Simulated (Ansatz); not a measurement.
An Ansatz (a first-principles code) run. Input:

Ansatz 0.2 input:
```yaml
crystal:
  lattice:
    - [5.7082550008, 0.0, 0.0]
    - [0.0, 5.7082550008, 0.0]
    - [0.0, 0.0, 5.7082550008]
  atoms:
    - { symbol: Cs, position: [0.0, 0.0, 0.0] }
    - { symbol: Ca, position: [0.5, 0.5, 0.5] }
    - { symbol: Br, position: [0.5, 0.0, 0.5] }
    - { symbol: Br, position: [0.0, 0.5, 0.5] }
    - { symbol: Br, position: [0.5, 0.5, 0.0] }
kpoints:
  mp_grid: { grid: [5, 5, 5] }
hamiltonian:
  xc: r2scan
  pseudopotentials: { kind: paw }
scf:
  occupations: { method: fixed }
checkpoint: { read: static.run }
output: { write_density: true, elf: true, volumetric_format: npy }
```

Output (shortened):

```
Pseudopotential: Cs, paw, valence charge 9
Pseudopotential: Ca, paw, valence charge 10
Pseudopotential: Br, paw, valence charge 7
Functional definition: r2SCAN
Crystal: 5 atoms, lattice volume = 185.999 Å³
Basis set: ecut = 500 eV, 4729 PW (Γ), exchange–correlation on 180×180×180 points (64 copies of the dense FFT grid, shifted against one another)
Bands: 25, of which v1, the nominal top of the filled ones, is band 20 counted from 1 (19 counted from 0)
Symmetry: 48 space group operations
Space group: Pm-3m (ITA 221), of the structure as read, at distance tolerance 5.7e-5 Å
k-points: 10 of 125
Stability of the state it starts from, as read at its close in the unpolarized treatment …
iter 1 solved again at ethr=2.76e-7 eV; its pass at ethr=3.10e-3 eV (dr2=1.10e-4 eV) is discarded
SCF iter   1: F=—  HF=-15897.448399 eV  |F-HF|=—  |Δ(HF+E_count)|=         —  Δρ=9.02e-7  dr2=8.83e-10  dr2_τ=3.32e-10  ethr=2.76e-7  ⟨swp⟩=4.0  Hψ=1993  notcnv=0  defer=28
preconditioner: auto → Resta (q_TF=auto, 2.112 Å⁻¹)
SCF iter   2: F=—  HF=-15897.448352 eV  |F-HF|=—  |Δ(HF+E_count)|=   4.75e-5  Δρ=4.97e-7  dr2=3.44e-10  dr2_τ=2.89e-10  ethr=2.21e-12  ⟨swp⟩=16.7  Hψ=1958  notcnv=0
SCF iter   3: F=-15897.448352 eV  HF=-15897.448352 eV  |F-HF|=8.37e-11  |Δ(HF+E_count)|=  5.82e-11  Δρ=3.16e-7  dr2=1.27e-10  dr2_τ=4.48e-11  ethr=1.00e-12  ⟨swp⟩=1.0  Hψ=573  notcnv=0
SCF 1 converged in 3 iterations: F = -15897.448352 eV  dr2 = 1.27e-10
SCF converged after 3 iterations
Free energy (F): -15897.448352 eV
Harris-Foulkes:  -15897.448352 eV  (|F-HF|=8.37e-11)
Internal energy: -15897.448352 eV  (E = F + TS)
E sigma→0 (E₀):  -15897.448352 eV
Fermi energy:    1.799491 eV
--- Per-component energies (eV) ---
  E_band       = -309.329360
  E_kinetic    = 824.075499
  E_local      = -1921.591470  (includes V_loc(G=0)·N_el)
  E_nonlocal   = 302.013394
  E_hartree    = 621.017848
  E_xc         = -1054.542960
  E_vxc        = -679.296776  (∫ρ·V_xc dr)
  E_paw        = -12767.338971  (= ΣΔE_a)
  E_vpaw       = -112.643157  (= ΣTr[D̂ρ^β])
  E_aug_tail   = -0.000004  (compensation charges beyond the density's cutoff)
  E_vtau       = 36.077365  (kinetic-family band-sum trace: ∫τ·v_τ [+ j·A + Jᵃ·Aᵃ] dr)
  E_ewald      = -1900.436320
  E_core_change = -0.645367  (= ΣΔE_core)
  E_smearing   =  0.000000  (= −TS)
  E_closure    = 0.000000  (closes the sum)
  Σ components = -15897.448352   (vs F -15897.448352, Δ=0.00e0)
  [band-id]    e_kinetic+e_local+e_nonlocal+2·e_hartree+e_vxc+e_vpaw+e_augmentation_tail+e_vtau = -309.329453   (vs E_band -309.329360, Δ=-9.22e-5)
--- Band table (eV; the first three rows and the last of 10) ---
  k-point 0: bands = ["-38.6316", "-18.7828", "-18.7828", "-18.7828", "-18.3194", "-11.6024", "-11.2650", "-11.2650", "-4.7812", "-4.7812", "-4.7812", "0.0974", "0.0974", "0.0974", "1.2834", "1.2834", "1.2834", "1.6041", "1.6041", "1.6041", "7.0623", …
  k-point 1: bands = ["-38.6316", "-18.7895", "-18.7827", "-18.7827", "-18.3186", "-11.5683", "-11.2673", "-11.2640", "-4.7752", "-4.7752", "-4.7727", "0.0320", "0.1362", "0.1362", "1.2042", "1.2042", "1.2261", "1.2760", "1.5344", "1.5344", "7.2221", …
  k-point 2: bands = ["-38.6315", "-18.8002", "-18.7826", "-18.7826", "-18.3173", "-11.5133", "-11.2704", "-11.2623", "-4.7655", "-4.7655", "-4.7589", "-0.0585", "0.2148", "0.2148", "0.8092", "1.0464", "1.0464", "1.1379", "1.4463", "1.4463", "7.3336", …
  k-point 9: bands = ["-38.6315", "-18.7995", "-18.7995", "-18.7995", "-18.3148", "-11.3028", "-11.2671", "-11.2671", "-4.8265", "-4.8265", "-4.8117", "-0.8766", "0.3305", "0.3905", "0.3905", "0.4850", "0.4850", "1.7564", "1.7564", "1.7995", "8.3455", …
```

Cost: around 8 core-seconds (rough) on shared cores.

The first step of the workflow began from a Materials Project structure, measured or hypothetical; the Crystallography Open Database copy checked does not list it. Its standing as an ambient phase is unchecked. The cell was relaxed with r²SCAN under the symmetry of its start; phonons on a q-mesh show weakly imaginary modes. Spin–orbit coupling is left out wherever it is not named.

Potentials: the later of the program's two PAW sets.

Ansatz is a plane-wave DFT program.
